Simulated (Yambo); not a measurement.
Absorption of CaCrO$_{4}$ (space group I4_1/amd, No. 141) with and without the electron-hole interaction (Yambo, PBEsol bands; 4×4×4 mesh, 22 valence and 10 conduction bands, static screening with 109 bands and a 3 Ry block, scissor 2.46 eV, Tamm-Dancoff; field along x). Axes are Cartesian, with cell vectors (Å) (-3.62, 3.62, 3.14), (3.62, -3.62, 3.14), (3.62, 3.62, -3.14).

```tsv
E (eV)	Im ε, BSE	Im ε, independent quasiparticles
1.85	0.02	0.04
1.95	0.02	0.04
2.05	0.03	0.04
2.15	0.03	0.04
2.25	0.03	0.04
2.35	0.03	0.05
2.45	0.04	0.05
2.55	0.04	0.05
2.65	0.05	0.05
2.75	0.06	0.06
2.85	0.07	0.06
2.95	0.09	0.06
3.05	0.12	0.07
3.15	0.16	0.07
3.25	0.24	0.08
3.35	0.42	0.08
3.45	0.76	0.09
3.55	0.86	0.09
3.65	0.53	0.10
3.75	0.31	0.11
3.85	0.21	0.12
3.95	0.17	0.13
4.05	0.16	0.14
4.15	0.17	0.16
4.25	0.22	0.18
4.35	0.27	0.20
4.45	0.34	0.24
4.55	0.43	0.28
4.65	0.54	0.33
4.75	0.76	0.42
4.85	0.98	0.55
4.95	1.00	0.75
5.05	0.94	1.01
5.15	0.79	1.42
5.25	0.62	2.15
5.35	0.52	3.02
5.45	0.48	3.83
5.55	0.45	4.55
5.65	0.45	5.02
5.75	0.49	4.70
5.85	0.49	4.46
5.95	0.51	3.93
6.05	0.51	3.42
6.15	0.50	3.51
6.25	0.51	3.41
6.35	0.67	3.33
6.45	0.82	3.31
6.55	0.94	3.41
6.65	0.92	3.93
6.75	0.95	4.53
6.85	0.97	4.63
6.95	1.11	4.26
7.05	1.28	4.02
7.15	1.40	4.15
7.25	1.41	4.32
7.35	1.16	4.19
7.45	1.15	3.95
7.55	1.08	3.67
7.65	1.06	3.37
7.75	0.94	3.12
7.85	0.96	2.80
7.95	0.92	2.65
8.05	0.92	2.57
8.15	0.96	2.52
8.25	0.97	2.53
8.35	0.96	2.58
8.45	0.84	2.59
8.55	0.79	2.56
8.65	0.70	2.59
```

The scissor comes from a G0W0 run whose convergence isn't established. Broadening 0.15 eV. The band window holds all transitions up to 8.7 eV. Fine structure above the onset can come from the mesh.

The 3d shell has no Hubbard U; the runs are without spin polarisation, and magnetic order was not tried.

Geometry of the Materials Project entry, not relaxed at this level; primitive cell a = 6.0059 Å, b = 6.0059 Å, c = 6.0059 Å, α = 105.82°, β = 105.82°, γ = 117.05°.
